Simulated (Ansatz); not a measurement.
SiNi$_{2}$:
```yaml
crystal:
  lattice:
    - [3.86828, 0.00000, 0.00000]
    - [-1.93414, 3.35003, 0.00000]
    - [0.00000, 0.00000, 4.91663]
  atoms:
    - { symbol: Si, position: [0.66667, 0.33333, 0.25000] }
    - { symbol: Si, position: [0.33333, 0.66667, 0.75000] }
    - { symbol: Ni, position: [0.33333, 0.66667, 0.25000] }
    - { symbol: Ni, position: [0.66667, 0.33333, 0.75000] }
    - { symbol: Ni, position: [0.00000, 0.00000, 0.50000] }
    - { symbol: Ni, position: [0.00000, 0.00000, 0.00000] }
```

Relaxed with PBEsol. Special points in fractions of this cell's reciprocal vectors: Γ (0.000, 0.000, 0.000); M (0.500, 0.000, 0.000); K (0.333, 0.333, 0.000); A (0.000, 0.000, 0.500); L (0.500, 0.000, 0.500); H (0.333, 0.333, 0.500).

List the band energies nearest the Fermi level at these points for PBEsol in the plane-wave PAW code Ansatz.

In eV from the Fermi level; about four levels below and three above (degenerate sets whole), none deeper than 8.9 eV; points with the same levels are listed once.

```csv
k,below,above
Γ,-1.39 -1.39 -1.31 -0.64 -0.64,0.15 2.72 2.73 2.73
M,-1.24 -1.04 -0.70 -0.56,1.22 1.86 2.99
K,-1.63 -1.63 -1.27 -1.27 -0.57,0.52 0.52 1.54 1.54
A,-1.28 -1.28 -1.28 -1.28,2.21 2.21 3.32 3.32 3.32 3.32
L,-1.29 -1.29 -0.93 -0.93,0.97 0.97 2.94 2.94
H,-1.17 -1.17 -0.21 -0.21,5.54 5.54 6.22 6.22
```

Space group P6_3/mmc. The workflow started from a Materials Project entry (that database holds measured and hypothetical structures alike); the Crystallography Open Database files this formula in space group No. 194, but the cells were not matched. Whether it is the stable phase at ambient conditions was not checked. Symmetry was held in the PBEsol relaxation; of distortions, only those at the zone centre were tested. The run is not spin-polarised.

Potentials: the later of the program's two PAW sets.
